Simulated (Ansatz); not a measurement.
Method: DFT PBE, scalar-relativistic, plane waves, PAW (Ansatz). All cells share a 420 eV cutoff and Γ-centred k meshes spaced at most about 0.3 Å⁻¹ (2π included). No spin polarisation in the final relaxations.

Temperature and zero-point effects are left out.

Two relaxed structures of Al5GaAs6:

A.

```cif
data_structure
_symmetry_space_group_name_H-M 'Pmm2'
_symmetry_Int_Tables_number 25
_cell_length_a 4.0542
_cell_length_b 12.1581
_cell_length_c 5.7293
_cell_angle_alpha 90.000
_cell_angle_beta 90.000
_cell_angle_gamma 90.000
_cell_volume 282.40
loop_
_atom_site_label
_atom_site_type_symbol
_atom_site_symmetry_multiplicity
_atom_site_Wyckoff_symbol
_atom_site_fract_x
_atom_site_fract_y
_atom_site_fract_z
_atom_site_occupancy
Al1 Al 2 g 0.00000 0.83308 0.00001 1
Al2 Al 2 h 0.50000 0.33346 0.49986 1
Al3 Al 1 b 0.00000 0.50000 0.00000 1
Ga1 Ga 1 c 0.50000 0.00000 0.50009 1
As1 As 2 h 0.50000 0.83278 0.75076 1
As2 As 1 a 0.00000 0.00000 0.24820 1
As3 As 2 g 0.00000 0.33348 0.25011 1
As4 As 1 d 0.50000 0.50000 0.75024 1
```

B.

```cif
data_structure
_symmetry_space_group_name_H-M 'P31m'
_symmetry_Int_Tables_number 157
_cell_length_a 7.0028
_cell_length_b 7.0028
_cell_length_c 6.6482
_cell_angle_alpha 90.000
_cell_angle_beta 90.000
_cell_angle_gamma 120.000
_cell_volume 282.34
loop_
_atom_site_label
_atom_site_type_symbol
_atom_site_symmetry_multiplicity
_atom_site_Wyckoff_symbol
_atom_site_fract_x
_atom_site_fract_y
_atom_site_fract_z
_atom_site_occupancy
Al1 Al 3 c 0.33363 0.33363 0.99941 1
Al2 Al 2 b 0.66667 0.33333 0.49995 1
Ga1 Ga 1 a 0.00000 0.00000 0.50057 1
As1 As 3 c 0.33414 0.33414 0.37378 1
As2 As 2 b 0.66667 0.33333 0.87400 1
As3 As 1 a 0.00000 0.00000 0.87598 1
```

Task: Which would you expect to be lower, and how large is the difference?

Result: A is lower, by 7 meV/atom. A has Al and Ga ordered on zinc blende sites, space group Pmm2 (No. 25), 23.5 Å³/atom and a gap of 1.43 eV on its mesh; B has Al and Ga ordered on wurtzite sites, space group P31m (No. 157), 23.5 Å³/atom and a gap of 1.35 eV. Counting As atoms around Al and Ga (those within 1.25 times the shortest such distance or 1.15 times the sum of covalent radii), A and B both have Al 4, Ga 4. Both come from invented guesses.

Kohn–Sham gaps at this level usually fall short of measured ones. Cells relaxed within their symmetry can be saddle points.
